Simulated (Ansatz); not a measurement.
Here is the system:

Relaxed SrVO3 (cubic perovskite):

```xyz
5
Lattice="3.8576 0.0000 0.0000 0.0000 3.8576 0.0000 0.0000 0.0000 3.8576" Properties=species:S:1:pos:R:3 pbc="T T T"
Sr     0.0000     0.0000     0.0000
V      1.9288     1.9288     1.9288
O      0.0000     1.9288     1.9288
O      1.9288     1.9288     0.0000
O      1.9288     0.0000     1.9288
```

In each cell atom 3 (O, nearest neighbour V at 1.929 Å; its periodic images, 3.9 Å or more away, move with it) moves by s·(1.000, 0.000, 0.000) (along Cartesian x), the rest being held.

The numbers are results of PBE (plane waves to 420 eV, PAW, scalar-relativistic; Ansatz, a quantum-chemistry and plane-wave program), not measurements. k mesh 10×10×10 (Γ-centred), Fermi-Dirac smearing 0.05 eV. The energy includes the smearing's −TS. With partly filled bands, energies and forces of such displacements shift with the k mesh and the smearing. SrVO3 is run without spin polarisation and with no Hubbard U. SrVO3 was relaxed with its symmetry unable to fall. The zero of ΔE is the undisplaced structure.

The scan covers s from -0.190 to 0.190 Å in 11 points.

Task: Is this a single well or a double well?

Result: A single well with its minimum at or next to zero displacement.

Task: Is the energy the same for equal positive and negative displacements?

Result: Even: the same for both signs. With its periodic images moving along, the atom's site symmetry in this cell is 4/mmm.

Task: What force acts on the atom along the line at s = -0.190 Å?

Result: 2.96 eV/Å.

Task: What is the force constant k = d²E/ds² of this move at s = 0?

Result: 12.3 eV/Å².

(For displaced atoms, the force is minus the slope of the energy, and its curvature is a force constant, which sets phonon frequencies.)
